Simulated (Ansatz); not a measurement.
**RbCaH$_{3}$: tetragonal deformation path**

These are results of DFT r2SCAN, scalar-relativistic, plane waves, PAW (Ansatz), not measurements. Cutoff 500 eV, Γ-centred 6×6×6 k-points, Gaussian smearing of 0.05 eV. No spin polarisation. Energies are free energies at this smearing, counted from the undisturbed cell; pressure is positive in compression.

The starting cell (as given, not relaxed at this level; it stands at -0.5 GPa, and it needn't be the usual structure):

```
CELL_PARAMETERS angstrom
4.54700 0.00000 0.00000
0.00000 4.54700 0.00000
0.00000 0.00000 4.54700
ATOMIC_POSITIONS crystal
Rb 0.00000 0.00000 0.00000
Ca 0.50000 0.50000 0.50000
H 0.00000 0.50000 0.50000
H 0.50000 0.00000 0.50000
H 0.50000 0.50000 0.00000
```

At fixed volume and fractional coordinates, lengths along (0.000, 0.000, 1.000) are scaled against those across it; ρ is that ratio over its starting value.

```
    ρ  ΔE (meV/atom) pressure (GPa) gap on the mesh (eV)
0.650          442.7             6.1                  2.75
0.707          261.9             3.6                  3.22
0.780          122.2             1.5                  3.54
0.850           48.6             0.3                  3.64
0.920           12.0            -0.3                  3.72
0.960            2.8            -0.5                  3.75
1.000            0.0            -0.5                  3.78
1.050            3.8            -0.4                  3.75
1.100           14.1            -0.2                  3.72
1.200           49.6             0.5                  3.64
1.300           99.7             1.6                  3.56
1.414          169.4             3.2                  3.45
1.500          228.9             4.5                  3.35
```